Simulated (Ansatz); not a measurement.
Input file for Ansatz (a program for electronic structure):

Ansatz 0.2 input:
```yaml
crystal:
  lattice:
    - [2.8728989245, 0.0, 0.0]
    - [-1.4364494623, 2.4880034512, 0.0]
    - [0.0, 0.0, 7.4163536383]
  atoms:
    - { symbol: Re, position: [0.6666666667, 0.3333333333, 0.75] }
    - { symbol: Re, position: [0.3333333333, 0.6666666667, 0.25] }
    - { symbol: B, position: [0.6666666667, 0.3333333333, 0.4520630507] }
    - { symbol: B, position: [0.3333333333, 0.6666666667, 0.5479369493] }
    - { symbol: B, position: [0.3333333333, 0.6666666667, 0.9520630507] }
    - { symbol: B, position: [0.6666666667, 0.3333333333, 0.0479369493] }
kpoints:
  mp_grid: { grid: [34, 34, 12] }
hamiltonian:
  xc: lda
  pseudopotentials: { kind: paw }
scf:
  occupations: { method: fermi_dirac, width: 0.1 }
elastic: { mode: relaxed_ion, stencil: two_point, amplitude: 0.005, f_tol: 0.0005 }
```

Output (shortened):

```
Pseudopotential: Re, paw, valence charge 15
Pseudopotential: B, paw, valence charge 3
Functional definition: SPW92
Crystal: 6 atoms, lattice volume = 53.010 Å³
Basis set: ecut = 420 eV, 1045 PW (Γ)
Bands: 27, of which v1, the nominal top of the filled ones, is band 21 counted from 1 (20 counted from 0)
Symmetry: 24 space group operations
Space group: P63/mmc (ITA 194), of the structure as read, at distance tolerance 3.8e-5 Å
k-points: 798 of 13872
the search or the solves at the SCF's close seem to have found levels that the self-consistency loop had missed (the run counts 2) …
SCF 1 converged in 10 iterations: F = -21817.181133 eV  dr2 = 2.62e-15
relax step   1: F+E_penalty+E_count = -21817.18113315 eV  Δ(F+E_penalty+E_count) = +0.000e0 eV  max|allowed force component| = 8.196e-3 eV/Å  Δτ_max = 0.0000 Å  (10 SCF iters, accepted)
Crystal: 6 atoms, lattice volume = 53.010 Å³
SCF 2 converged in 7 iterations: F = -21817.181137 eV  dr2 = 6.75e-14
relax step   2: F+E_penalty+E_count = -21817.18113737 eV  Δ(F+E_penalty+E_count) = -4.214e-6 eV  max|allowed force component| = 3.604e-3 eV/Å  Δτ_max = 0.0002 Å  (7 SCF iters, accepted)
Crystal: 6 atoms, lattice volume = 53.010 Å³
SCF 3 converged in 6 iterations: F = -21817.181138 eV  dr2 = 6.86e-14
relax step   3: F+E_penalty+E_count = -21817.18113838 eV  Δ(F+E_penalty+E_count) = -1.010e-6 eV  max|allowed force component| = 1.559e-7 eV/Å  Δτ_max = 0.0001 Å  (6 SCF iters, accepted)
Crystal: 6 atoms, lattice volume = 53.010 Å³
SCF 4 converged in 12 iterations: F = -21817.181138 eV  dr2 = 7.75e-19
Crystal: 6 atoms, lattice volume = 52.745 Å³
Symmetry: 8 space group operations
k-points: 2149 of 13872
SCF 5 converged in 9 iterations: F = -21817.177811 eV  dr2 = 9.93e-14
relax step   1: F+E_penalty+E_count = -21817.17781105 eV  Δ(F+E_penalty+E_count) = +0.000e0 eV  max|allowed force component| = 3.383e-2 eV/Å  Δτ_max = 0.0000 Å  (9 SCF iters, accepted)
Crystal: 6 atoms, lattice volume = 52.745 Å³
SCF 6 converged in 8 iterations: F = -21817.177903 eV  dr2 = 3.05e-15
relax step   2: F+E_penalty+E_count = -21817.17790254 eV  Δ(F+E_penalty+E_count) = -9.149e-5 eV  max|allowed force component| = 1.982e-2 eV/Å  Δτ_max = 0.0020 Å  (8 SCF iters, accepted)
Crystal: 6 atoms, lattice volume = 52.745 Å³
SCF 7 converged in 6 iterations: F = -21817.177927 eV  dr2 = 7.75e-14
relax step   3: F+E_penalty+E_count = -21817.17792722 eV  Δ(F+E_penalty+E_count) = -2.469e-5 eV  max|allowed force component| = 6.065e-3 eV/Å  Δτ_max = 0.0018 Å  (6 SCF iters, accepted)
Crystal: 6 atoms, lattice volume = 52.745 Å³
SCF 8 converged in 10 iterations: F = -21817.177934 eV  dr2 = 1.06e-19
relax step   4: F+E_penalty+E_count = -21817.17793407 eV  Δ(F+E_penalty+E_count) = -6.848e-6 eV  max|allowed force component| = 5.239e-5 eV/Å  Δτ_max = 0.0005 Å  (10 SCF iters, accepted)
Crystal: 6 atoms, lattice volume = 52.745 Å³
SCF 9 converged in 6 iterations: F = -21817.177934 eV  dr2 = 0.0
Crystal: 6 atoms, lattice volume = 53.276 Å³
SCF 10 converged in 10 iterations: F = -21817.178563 eV  dr2 = 2.56e-15
relax step   1: F+E_penalty+E_count = -21817.17856263 eV  Δ(F+E_penalty+E_count) = +0.000e0 eV  max|allowed force component| = 3.199e-2 eV/Å  Δτ_max = 0.0000 Å  (10 SCF iters, accepted)
Crystal: 6 atoms, lattice volume = 53.276 Å³
SCF 11 converged in 7 iterations: F = -21817.178676 eV  dr2 = 9.32e-14
relax step   2: F+E_penalty+E_count = -21817.17867605 eV  Δ(F+E_penalty+E_count) = -1.134e-4 eV  max|allowed force component| = 6.295e-4 eV/Å  Δτ_max = 0.0014 Å  (7 SCF iters, accepted)
Crystal: 6 atoms, lattice volume = 53.276 Å³
SCF 12 converged in 9 iterations: F = -21817.178676 eV  dr2 = 6.64e-19
relax step   3: F+E_penalty+E_count = -21817.17867609 eV  Δ(F+E_penalty+E_count) = -4.029e-8 eV  max|allowed force component| = 7.691e-6 eV/Å  Δτ_max = 0.0000 Å  (9 SCF iters, accepted)
Crystal: 6 atoms, lattice volume = 53.276 Å³
SCF 13 converged in 6 iterations: F = -21817.178676 eV  dr2 = 0.0
Crystal: 6 atoms, lattice volume = 52.745 Å³
Basis set: ecut = 420 eV, 1033 PW (Γ)
SCF 14 converged in 10 iterations: F = -21817.176854 eV  dr2 = 3.65e-15
relax step   1: F+E_penalty+E_count = -21817.17685401 eV  Δ(F+E_penalty+E_count) = +0.000e0 eV  max|allowed force component| = 2.738e-2 eV/Å  Δτ_max = 0.0000 Å  (10 SCF iters, accepted)
Crystal: 6 atoms, lattice volume = 52.745 Å³
SCF 15 converged in 8 iterations: F = -21817.176911 eV  dr2 = 4.51e-15
relax step   2: F+E_penalty+E_count = -21817.17691060 eV  Δ(F+E_penalty+E_count) = -5.659e-5 eV  max|allowed force component| = 7.913e-4 eV/Å  Δτ_max = 0.0011 Å  (8 SCF iters, accepted)
Crystal: 6 atoms, lattice volume = 52.745 Å³
SCF 16 converged in 10 iterations: F = -21817.176911 eV  dr2 = 0.0
relax step   3: F+E_penalty+E_count = -21817.17691065 eV  Δ(F+E_penalty+E_count) = -4.730e-8 eV  max|allowed force component| = 1.600e-8 eV/Å  Δτ_max = 0.0000 Å  (10 SCF iters, accepted)
Crystal: 6 atoms, lattice volume = 52.745 Å³
SCF 17 converged in 6 iterations: F = -21817.176911 eV  dr2 = 0.0
Crystal: 6 atoms, lattice volume = 53.276 Å³
SCF 18 converged in 10 iterations: F = -21817.176283 eV  dr2 = 3.22e-15
relax step   1: F+E_penalty+E_count = -21817.17628289 eV  Δ(F+E_penalty+E_count) = +0.000e0 eV  max|allowed force component| = 2.460e-2 eV/Å  Δτ_max = 0.0000 Å  (10 SCF iters, accepted)
Crystal: 6 atoms, lattice volume = 53.276 Å³
SCF 19 converged in 7 iterations: F = -21817.176331 eV  dr2 = 7.57e-14
relax step   2: F+E_penalty+E_count = -21817.17633117 eV  Δ(F+E_penalty+E_count) = -4.828e-5 eV  max|allowed force component| = 1.369e-3 eV/Å  Δτ_max = 0.0009 Å  (7 SCF iters, accepted)
Crystal: 6 atoms, lattice volume = 53.276 Å³
SCF 20 converged in 10 iterations: F = -21817.176331 eV  dr2 = 0.0
relax step   3: F+E_penalty+E_count = -21817.17633132 eV  Δ(F+E_penalty+E_count) = -1.499e-7 eV  max|allowed force component| = 4.387e-8 eV/Å  Δτ_max = 0.0001 Å  (10 SCF iters, accepted)
Crystal: 6 atoms, lattice volume = 53.276 Å³
SCF 21 converged in 6 iterations: F = -21817.176331 eV  dr2 = 0.0
Crystal: 6 atoms, lattice volume = 53.010 Å³
Symmetry: 4 space group operations
k-points: 3589 of 13872
SCF 22 converged in 8 iterations: F = -21817.179950 eV  dr2 = 3.64e-14
relax step   1: F+E_penalty+E_count = -21817.17994997 eV  Δ(F+E_penalty+E_count) = +0.000e0 eV  max|allowed force component| = 3.054e-3 eV/Å  Δτ_max = 0.0000 Å  (8 SCF iters, accepted)
Crystal: 6 atoms, lattice volume = 53.010 Å³
SCF 23 converged in 10 iterations: F = -21817.179951 eV  dr2 = 0.0
relax step   2: F+E_penalty+E_count = -21817.17995054 eV  Δ(F+E_penalty+E_count) = -5.658e-7 eV  max|allowed force component| = 9.710e-4 eV/Å  Δτ_max = 0.0001 Å  (10 SCF iters, accepted)
Crystal: 6 atoms, lattice volume = 53.010 Å³
SCF 24 converged in 9 iterations: F = -21817.179951 eV  dr2 = 1.39e-19
relax step   3: F+E_penalty+E_count = -21817.17995064 eV  Δ(F+E_penalty+E_count) = -1.013e-7 eV  max|allowed force component| = 2.748e-4 eV/Å  Δτ_max = 0.0001 Å  (9 SCF iters, accepted)
Crystal: 6 atoms, lattice volume = 53.010 Å³
SCF 25 converged in 6 iterations: F = -21817.179951 eV  dr2 = 0.0
Crystal: 6 atoms, lattice volume = 53.010 Å³
SCF 26 converged in 8 iterations: F = -21817.179950 eV  dr2 = 3.59e-14
relax step   1: F+E_penalty+E_count = -21817.17994997 eV  Δ(F+E_penalty+E_count) = +0.000e0 eV  max|allowed force component| = 3.054e-3 eV/Å  Δτ_max = 0.0000 Å  (8 SCF iters, accepted)
Crystal: 6 atoms, lattice volume = 53.010 Å³
SCF 27 converged in 10 iterations: F = -21817.179951 eV  dr2 = 3.29e-19
relax step   2: F+E_penalty+E_count = -21817.17995064 eV  Δ(F+E_penalty+E_count) = -6.691e-7 eV  max|allowed force component| = 2.668e-4 eV/Å  Δτ_max = 0.0002 Å  (10 SCF iters, accepted)
Crystal: 6 atoms, lattice volume = 53.010 Å³
SCF 28 converged in 6 iterations: F = -21817.179951 eV  dr2 = 0.0
SCF converged after 12 iterations
Stability not checked: this state was not tested for a lower state beside it, because too few of the mixer's solves of this state at the end of the SCF gave a …
Free energy (F): -21817.181138 eV
Harris-Foulkes:  -21817.181138 eV  (|F-HF|=7.28e-12)
Internal energy: -21817.139942 eV  (E = F + TS)
E sigma→0 (E₀):  -21817.160540 eV
Entropy (-TS):   -0.041196 eV (-6.866 meV/atom)
Fermi energy:    18.709894 eV
--- Per-component energies (eV) ---
  E_band       = -177.539980
  E_kinetic    = 1293.473872
  E_local      = -2082.795620  (includes V_loc(G=0)·N_el)
  E_nonlocal   = 152.756284
  E_hartree    = 768.856733
  E_xc         = -936.090243
  E_vxc        = -769.806957  (∫ρ·V_xc dr)
  E_paw        = -17093.681403  (= ΣΔE_a)
  E_vpaw       = -308.880868  (= ΣTr[D̂ρ^β])
  E_aug_tail   = -0.000157  (compensation charges beyond the density's cutoff)
  E_ewald      = -3920.480898
  E_core_change = 0.821489  (= ΣΔE_core)
  E_smearing   = -0.041196  (= −TS)
  E_closure    = 0.000000  (closes the sum)
  Σ components = -21817.181138   (vs F -21817.181138, Δ=0.00e0)
--- Forces (eV/Å), atoms counted from 1 ---
  atom   1  Re     0.00000000     0.00000000     0.00000000
  atom   2  Re     0.00000000     0.00000000     0.00000000
  atom   3  B      0.00000000     0.00000000     0.00000013
  atom   4  B      0.00000000     0.00000000    -0.00000013
  atom   5  B      0.00000000     0.00000000     0.00000013
  atom   6  B      0.00000000     0.00000000    -0.00000013
  max |Σ_I F_I| component: 4.63e-18 eV/Å
--- Stress (GPa, compression-positive) ---
        0.207174       0.000000       0.000000
        0.000000       0.207174       0.000000
        0.000000       0.000000      -0.206615
  P = ⅓ Tr σ = 0.0692 GPa (0.692 kbar)
--- Band table (eV; the first three rows and the last of 798) ---
  k-point 0: bands = ["-61.3970", "-61.3967", "-23.5041", "-23.4760", "-22.9876", "-22.9876", "-22.9857", "-22.9857", "4.4359", "6.7829", "8.6194", "11.5835", "14.9680", "15.2767", "15.9553", "15.9553", "16.2793", "16.2793", "16.5239", "16.5239", "18.9199", …
  k-point 1: bands = ["-61.3970", "-61.3967", "-23.5036", "-23.4765", "-22.9875", "-22.9875", "-22.9857", "-22.9857", "4.4594", "6.6831", "8.7324", "11.5539", "14.9677", "15.2637", "15.9536", "15.9536", "16.2280", "16.2280", "16.5999", "16.5999", "18.8588", …
  k-point 2: bands = ["-61.3969", "-61.3967", "-23.5022", "-23.4779", "-22.9875", "-22.9875", "-22.9858", "-22.9858", "4.5296", "6.4397", "9.0139", "11.4645", "14.9675", "15.2274", "15.9492", "15.9492", "16.1445", "16.1445", "16.7563", "16.7563", "18.6947", …
  k-point 797: bands = ["-61.3460", "-61.3460", "-23.4616", "-23.4616", "-23.4156", "-23.4156", "-23.3731", "-23.3731", "9.6149", "9.6149", "11.2237", "11.2237", "11.4662", "11.4662", "13.8503", "13.8503", "14.5796", "14.5796", "15.9875", "15.9875", …
--- Elastic constants: 3 strain directions × 2 members + reference (group order 24) ---
  dense FFT box of the reference and of every strained cell: 20×20×50
  strains applied: 11, 33, 23; error gains …
  reference relaxed by the batch: 3 steps …
  largest displacement 3.2e-4 Å; the constants are those of the deck's cell at these positions:
  atoms:
    - { symbol: Re, position: [0.6666666666666666, 0.3333333333333333, 0.7499999999999998] }
    - { symbol: Re, position: [0.3333333333333333, 0.6666666666666666, 0.24999999999999994] }
    - { symbol: B, position: [0.6666666666666666, 0.3333333333333333, 0.4520200871135317] }
    - { symbol: B, position: [0.3333333333333333, 0.6666666666666666, 0.5479799128864681] }
    - { symbol: B, position: [0.3333333333333333, 0.6666666666666666, 0.9520200871135315] }
    - { symbol: B, position: [0.6666666666666666, 0.3333333333333333, 0.04797991288646821] }
  C = ∂σ_k/∂η_j (tension-positive GPa; Voigt order 11 22 33 23 13 12):
       684.620    175.520    138.839      0.000      0.000      0.000
       175.520    684.620    138.839      0.000      0.000      0.000
       138.394    138.394   1091.910      0.000      0.000      0.000
         0.000      0.000      0.000    286.808      0.000      0.000
         0.000      0.000      0.000      0.000    286.808      0.000
         0.000      0.000      0.000      0.000      0.000    254.550
  reference stress σ⁰ (GPa):     -0.207     -0.207      0.207      0.000      0.000      0.000
  moduli (Voigt/Reuss/Hill, GPa): K = 374.07/361.83/367.95   G = 299.53/288.65/294.09   E = 696.66   ν = 0.184
  mechanically stable: yes (min eigenvalue of sym C = 254.55 GPa)
  strain η (Voigt 11):  stress-route row diagonal C_11 = 684.62 GPa, energy-path curvature d²(F+E_count+ΔE)/dδ²/Ω₀ = 684.59 GPa
         δ    σ_11 (GPa)             F (eV)   n_scf  n_hpsi   n_pw
    -5.000e-3      -3.6841      -21817.1779341       6  701200   1052   relax 4 steps, max|allowed force component| 5.24e-5 eV/Å
     5.000e-3       3.1621      -21817.1786761       6  701071   1058   relax 3 steps, max|allowed force component| 7.69e-6 eV/Å
  strain η (Voigt 33):  stress-route row diagonal C_33 = 1091.91 GPa, energy-path curvature d²(F+E_count+ΔE)/dδ²/Ω₀ = 1091.84 GPa
         δ    σ_33 (GPa)             F (eV)   n_scf  n_hpsi   n_pw
    -5.000e-3      -5.3496      -21817.1769106       6  258963   1052   relax 3 steps, max|allowed force component| 1.60e-8 eV/Å
     5.000e-3       5.5695      -21817.1763313       6  258586   1057   relax 3 steps, max|allowed force component| 4.39e-8 eV/Å
  strain η (Voigt 23):  stress-route row diagonal C_44 = 286.81 GPa, energy-path curvature d²(F+E_count+ΔE)/dδ²/Ω₀ = 286.82 GPa
         δ    σ_23 (GPa)             F (eV)   n_scf  n_hpsi   n_pw
    -5.000e-3      -1.4340      -21817.1799506       6  1163965   1054   relax 3 steps, max|allowed force component| 2.75e-4 eV/Å
     5.000e-3       1.4340      -21817.1799506       6  1164139   1054   relax 2 steps, max|allowed force component| 2.67e-4 eV/Å
```

Cost: very roughly 30 core-minutes on shared cores.

Space group P6_3/mmc. The first step of the workflow began from a Materials Project structure, measured or hypothetical; the Crystallography Open Database files this formula in space group No. 194, but the cells were not matched. Whether it is the stable phase at ambient conditions was not checked. The LDA relaxation kept the symmetry of its start; of distortions, only those at the zone centre were tested. No spin polarisation was allowed. As this level gives no gap, shear constants depend on the k-mesh and smearing (Fermi–Dirac, 0.1 eV here). Spin–orbit coupling is left out wherever it is not named.

Potentials: the later of the program's two PAW sets.

Ansatz is a plane-wave DFT program.
